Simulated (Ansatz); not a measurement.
# Band table of Sr (hcp type)

```
CELL_PARAMETERS angstrom
3.27585 0.00000 0.00000
-1.63793 2.83697 0.00000
0.00000 0.00000 5.07511
ATOMIC_POSITIONS crystal
Sr 0.33333 0.66667 0.25000
Sr 0.66667 0.33333 0.75000
```

The cell comes from a relaxation on PAW files under the same functional, begun from a prototype that needn't be the stable phase.

Level of theory: DFT with PBEsol, scalar-relativistic, in Ansatz 0.2.0; a Γ-centred 12×12×6 k mesh, Fermi–Dirac smearing of 0.1 eV, no spin polarisation. LAPW: all electrons, basis error target 1 meV/atom.

This run: volume at 0.45 of the series' base cell.

The structure type is held throughout; the real material can change phase at far lower pressure.

Path points, in fractions of the reciprocal vectors: Γ (0.000, 0.000, 0.000), M (0.500, 0.000, 0.000), K (0.333, 0.333, 0.000), A (0.000, 0.000, 0.500), L (0.500, 0.000, 0.500), H (0.333, 0.333, 0.500). Levels in eV from the Fermi level; bands 19 to 30, counted from the lowest band of the run. The gap is zero, the pressure 27.9 GPa.

```
# k(1/Å) point b19 b20 b21 b22 b23 b24 b25 b26 b27 b28 b29 b30
0.000 Γ -19.07 -16.88 -16.88 -16.50 -16.50 -16.37 -3.88 -1.80 2.89 2.89 3.64 4.00
0.277 - -18.96 -17.17 -16.97 -16.79 -16.52 -16.43 -3.31 -1.30 1.85 2.82 3.41 3.51
0.554 - -18.64 -17.82 -17.40 -17.17 -16.61 -16.60 -2.04 -0.69 0.95 1.18 2.93 3.27
0.831 - -18.43 -18.22 -17.94 -17.35 -16.90 -16.68 -1.41 -0.87 -0.35 1.77 2.65 3.57
1.107 M -18.67 -18.14 -17.96 -17.42 -17.11 -16.72 -1.58 -0.80 -0.79 2.29 2.43 3.50
1.267 - -18.64 -18.12 -17.93 -17.49 -17.13 -16.80 -1.35 -0.85 -0.59 2.14 2.38 3.43
1.427 - -18.55 -18.04 -17.84 -17.68 -17.20 -17.02 -0.96 -0.71 -0.10 1.75 2.33 3.24
1.587 - -18.43 -17.95 -17.88 -17.69 -17.33 -17.28 -1.10 0.11 0.43 1.23 2.40 2.95
1.747 K -18.37 -17.94 -17.94 -17.50 -17.50 -17.40 -1.17 0.71 0.71 0.75 2.63 2.63
2.066 - -18.32 -18.08 -17.98 -17.57 -17.13 -17.08 -0.77 0.06 0.32 0.53 2.23 3.42
2.386 - -18.51 -17.81 -17.80 -17.15 -16.77 -16.69 -1.46 -0.02 0.42 0.53 2.56 2.87
2.706 - -18.92 -17.22 -17.08 -16.81 -16.55 -16.45 -3.14 -1.15 1.63 2.56 3.38 3.60
3.025 Γ -19.07 -16.88 -16.88 -16.50 -16.50 -16.37 -3.88 -1.80 2.89 2.89 3.64 4.00
3.180 - -18.98 -16.87 -16.87 -16.51 -16.51 -16.49 -3.70 -1.75 2.80 2.80 3.47 3.71
3.335 - -18.73 -16.83 -16.83 -16.83 -16.56 -16.56 -3.20 -1.65 2.66 2.66 3.02 3.05
3.490 - -18.33 -17.31 -16.77 -16.77 -16.62 -16.62 -2.53 -1.64 2.43 2.51 2.64 2.64
3.644 A -17.84 -17.84 -16.69 -16.69 -16.69 -16.69 -1.93 -1.93 2.22 2.22 2.78 2.78
3.921 - -17.91 -17.91 -16.84 -16.84 -16.75 -16.75 -1.47 -1.47 1.38 1.38 2.92 2.92
4.198 - -18.22 -18.22 -17.02 -17.02 -16.89 -16.89 -1.01 -1.01 0.96 0.96 2.67 2.67
4.475 - -18.65 -18.65 -17.03 -17.03 -17.03 -17.03 -1.41 -1.41 0.81 0.81 3.56 3.56
4.752 L -18.84 -18.84 -17.08 -17.08 -17.01 -17.01 -1.63 -1.63 0.61 0.61 4.22 4.22
4.912 - -18.81 -18.81 -17.26 -17.26 -16.91 -16.91 -1.45 -1.45 0.71 0.71 3.47 3.47
5.071 - -18.72 -18.72 -17.53 -17.53 -16.83 -16.83 -0.98 -0.98 0.95 0.95 2.57 2.57
5.231 - -18.61 -18.61 -17.79 -17.79 -16.79 -16.79 -0.39 -0.39 0.83 0.83 2.25 2.25
5.391 H -18.55 -18.55 -17.91 -17.91 -16.77 -16.77 0.13 0.13 0.34 0.34 2.34 2.34
5.711 - -18.59 -18.59 -17.60 -17.60 -16.82 -16.82 -0.62 -0.62 1.20 1.20 2.12 2.12
6.030 - -18.31 -18.31 -17.17 -17.17 -16.88 -16.88 -0.75 -0.75 1.05 1.05 2.15 2.15
6.350 - -17.94 -17.94 -16.88 -16.88 -16.77 -16.77 -1.33 -1.33 1.23 1.23 2.85 2.85
6.670 A -17.84 -17.84 -16.69 -16.69 -16.69 -16.69 -1.93 -1.93 2.22 2.22 2.78 2.78
```
